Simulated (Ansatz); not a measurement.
Consider a crystal of Sr4O3 in space group P6/mmm (No. 191), with Sr on 4h; O on 3f.

Computed with Ansatz 0.2.0, DFT PBE, scalar-relativistic, plane waves, PAW. Cutoff 420 eV, Γ-centred mesh, Gaussian smearing, no spin polarisation.

Energies over the elements count from the elements' standard structures at the same level (O₂ as a molecule), with no fitted energy shifts.

Question: Predict the relaxed structure.

Answer:

Space group P6/mmm (No. 191). a = 6.516 Å, b = 6.516 Å, c = 7.515 Å, α = 90.00°, β = 90.00°, γ = 120.00°
```json
{"atom": "Sr", "site": "4h", "symmetry": "3m.", "x": "0.3333", "y": "0.6667", "z": "0.8021"}
{"atom": "O", "site": "3f", "symmetry": "mmm", "x": "0.5000", "y": "0.0000", "z": "0.0000"}
```

Around Sr lie 3 O at 2.40 Å and 1 Sr at 2.97 Å; O has 4 Sr at 2.40 Å. Another local minimum with the same sites may exist.

Question: Where does its energy lie, and is it a metal?

Answer: The energy over the elements is −1.89 eV/atom and the gap on the 6×6×6 mesh of the 7-atom cell is 0 eV (the bands overlap slightly). Whether it is stable depends on the other phases of the system, which aren't compared here.

The last run used Gaussian smearing of 0.10 eV. The zero gap may come from the functional, which often closes small gaps, or the cell may be a true semimetal. A structure relaxed within its symmetry needn't be a true minimum.
